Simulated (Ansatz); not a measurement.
Space group I4/mmm (No. 139). a = 4.685 Å, b = 4.685 Å, c = 10.772 Å, α = 90.00°, β = 90.00°, γ = 90.00°
```csv
atom,site,symmetry,x,y,z
Y,4d,-4m2,0.0000,0.5000,0.2500
Y,2b,4/mmm,0.5000,0.5000,0.0000
Pb,2a,4/mmm,0.0000,0.0000,0.0000
```

Equation of state of this Y3Pb structure (not necessarily the ground state), with shape and atoms relaxed at each volume where symmetry leaves them free. It has no gap at any of these volumes. Level of theory: DFT r2SCAN, scalar-relativistic, plane waves, PAW (Ansatz).

Plane waves to 500 eV, a k mesh through Γ of 12×12×12 on the computed 4-atom cell and Gaussian smearing (0.10 eV); no spin polarisation.

```
V (Å³/atom) E − E(largest V) (meV/atom) P (GPa)
     27.777                         2.51     3.42
     28.663                       -10.98     1.58
     29.550                       -15.00     0.01
     30.436                       -10.95    -1.34
     31.323                         0.00    -2.52
```

Q: Fit a third-order Birch–Murnaghan equation to E(V).

A: V0 = 29.52 Å³/atom, B0 = 49 GPa, B0' = 4.3.

Spin-orbit coupling is left out, which matters for the bands of heavy elements.